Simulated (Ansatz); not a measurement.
Name crystals whose computed values (DFT-PBE in the program Ansatz with PAW potentials) fall in these windows: gap (eV) 1.2 to 1.4; electron conductivity mass (mₑ) 0.15 to 0.19; B₀ by P(V) fit (GPa) 140 to 180.



| crystal | gap (eV) | electron conductivity mass (mₑ) | B₀ by P(V) fit (GPa) |
|---|---|---|---|
| AlInN2, chalcopyrite | 1.30 | 0.17 | 155 |
Others may fit too.

Standing as an ambient phase not checked: AlInN2, chalcopyrite. The cell was relaxed under the symmetry of its start. Scalar-relativistic: spin–orbit coupling is off unless named, which matters more the heavier the elements.

Potentials: the later of the program's two PAW sets.
